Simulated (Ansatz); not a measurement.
# Spin-resolved density of states of EuGe2 (P-3m1)

```
Eu Ge
1.0
     4.35825    0.00000    0.00000
    -2.17913    3.77436    0.00000
     0.00000    0.00000    4.29063
Eu Ge
1 2
Cartesian
  0.0000 0.0000 0.0000
  2.1791 1.2581 2.2128
  0.0000 2.5162 2.0778
```

The geometry is a structure from the Materials Project, held fixed and not relaxed.

Functional, mesh and filling: LDA, 8×8×7 k mesh, Fermi–Dirac smearing of 0.03 eV. LAPW is all-electron LAPW in Ansatz 0.2.0. Site moments are integrated in spheres about the atoms. Start moments (μB): Eu1 6.7.

Q: Give the density of states by spin, smoothed by a Gaussian of 0.15 eV.

A: 
| E − E_F (eV) | majority (states/eV/cell) | minority (states/eV/cell) |
| --- | --- | --- |
| -7.00 | 0.25 | 0.26 |
| -6.60 | 0.19 | 0.20 |
| -6.20 | 0.17 | 0.18 |
| -5.80 | 0.14 | 0.15 |
| -5.40 | 0.12 | 0.12 |
| -5.00 | 0.13 | 0.11 |
| -4.60 | 0.25 | 0.20 |
| -4.20 | 0.41 | 0.30 |
| -3.80 | 0.93 | 0.74 |
| -3.40 | 0.73 | 0.95 |
| -3.00 | 0.60 | 0.54 |
| -2.60 | 0.70 | 0.61 |
| -2.20 | 0.73 | 0.68 |
| -1.80 | 0.87 | 0.76 |
| -1.40 | 0.82 | 0.76 |
| -1.00 | 1.27 | 0.75 |
| -0.60 | 5.89 | 0.93 |
| -0.20 | 11.02 | 0.61 |
| 0.20 | 1.00 | 0.58 |
| 0.60 | 0.89 | 0.76 |
| 1.00 | 0.74 | 0.74 |
| 1.40 | 0.64 | 0.56 |
| 1.80 | 0.71 | 0.73 |
| 2.20 | 0.79 | 0.64 |
| 2.60 | 1.03 | 0.85 |
| 3.00 | 1.52 | 1.30 |
| 3.40 | 1.71 | 1.93 |
| 3.80 | 1.89 | 4.77 |
| 4.20 | 1.88 | 10.47 |
Site moments (μB): Eu1 6.71, Ge2 -0.01, Ge3 -0.01. Cell moment 6.87 μB.

Löwdin populations of d and f shells (filled inner shells left out):

```
 shell    up  down
Eu1 5d  0.99  0.84
Eu1 4f  6.76  0.03
```

Further occupied bands lie below the window, the nearest with its top at -9.1 eV.

Without U a semilocal functional puts the f levels too near the Fermi level, which can change moments and the order of magnetic states; site and cell moments are spin moments. Spin–orbit coupling is left out although heavy atoms are present. With open f shells a run can end in a state that isn't the lowest. These are results for the start and cell typed. The real compound can order otherwise, in a larger cell, or not at all, since semilocal functionals at zero temperature often overstate magnetism.
